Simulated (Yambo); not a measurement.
Material: AlClO (space group Pmmn, No. 59); a = 3.1473 Å, b = 3.6333 Å, c = 7.8451 Å, α = 90.00°, β = 90.00°, γ = 90.00° (6 atoms in the cell). Cell and atoms were relaxed with PBE+D3(BJ) from Materials Project entry mp-27863, within its symmetry.

With PBEsol (Quantum ESPRESSO, PseudoDojo norm-conserving, 84 Ry, scalar-relativistic), the gap between the mesh's edge points ((-0.5, 0, 0) → Γ) is 5.671 eV.

### Question
By how much does one-shot G0W0 (Yambo; 4×4×2 Γ-centred k mesh, 165 bands and a 8 Ry block in the screening, 165 bands in G with the Bruneval-Gonze terminator, plasmon pole fitted at 27.2 eV) open this gap, and what gap results?

### Answer
The correction is 2.866 eV, giving 8.538 eV, 1.5 times the PBEsol value.  Nearest settings tried, and what they do to the gap: 105 bands in W, 105 bands in G: +3 meV; 3 Ry block (59 vectors against 239): -356 meV. Not varied: mesh. So the settings aren't converged at that level.
